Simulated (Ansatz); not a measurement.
An ordered 4-atom cell of MgGeSb2 on the zincblende lattice (P-4m2), relaxed with r2SCAN. The symmetry is P-4m2 (No. 115, tetragonal); conventional cell a = 4.402 Å, c = 6.495 Å, 31.47 Å³ an atom. Mg has 4 Sb at 2.78 Å; Sb has 2 Ge at 2.69 Å and 2 Mg at 2.78 Å; Ge has 4 Sb at 2.69 Å.

```cif
data_structure
_symmetry_space_group_name_H-M 'P-4m2'
_symmetry_Int_Tables_number 115
_cell_length_a 4.4024
_cell_length_b 4.4024
_cell_length_c 6.4952
_cell_angle_alpha 90.000
_cell_angle_beta 90.000
_cell_angle_gamma 90.000
_cell_volume 125.88
loop_
_atom_site_label
_atom_site_type_symbol
_atom_site_symmetry_multiplicity
_atom_site_Wyckoff_symbol
_atom_site_fract_x
_atom_site_fract_y
_atom_site_fract_z
_atom_site_occupancy
Mg1 Mg 1 a 0.00000 0.00000 0.00000 1
Sb1 Sb 2 g 0.00000 0.50000 0.26075 1
Ge1 Ge 1 c 0.50000 0.50000 0.50000 1
```

The questions ask for values computed with Ansatz 0.2.0 on this geometry. Note: simulated data, non-magnetic, for a generated structure that need not be the stable one.

Given (6×6×4 mesh): PBE gives no gap: the lowest nominally empty band dips 0.36 eV below the top of the last filled one (its bottom at R–A (0.10 of the way from R), the top at Γ), so the cell is a metal or semimetal at this level.

**Question.** What does LDA give for the gap (6×6×4 mesh)?

**Answer.** LDA gives no gap: the lowest nominally empty band dips 0.36 eV below the top of the last filled one (its bottom at R–A (0.10 of the way from R), the top at Γ), so the cell is a metal or semimetal at this level.

**Question.** How does the gap change from PBE to PBE+SOC (6×6×4)?

**Answer.** With PBE+SOC the bands overlap by 0.34 eV (counted from 1, band 54 peaks at Γ–X (0.33 of the way from Γ) and band 55 bottoms out at R–A (0.10 of the way from R)): no gap.

**Question.** How does the gap change from PBE to r2SCAN (6×6×4)?

**Answer.** r2SCAN gives no gap: the lowest nominally empty band dips 0.27 eV below the top of the last filled one (its bottom at R, the top at Γ), so the cell is a metal or semimetal at this level.

**Question.** Roughly how does the cost of the LDA run (6×6×4) compare with r2SCAN's (6×6×4)?

**Answer.** About 0.5 times as much (13 core-seconds against 28 core-seconds, on a shared machine).

**Question.** What do these levels agree on?

**Answer.** No level opens a gap, but no hybrid is among them, and semilocal functionals can close a real gap.

Only the levels marked +SOC include spin-orbit coupling.

Where an edge lies off the special points, it is a point of the mesh or the k point where a search put PBE's edge or least direct gap, reused for the other functionals, whose own edges may lie a little apart.
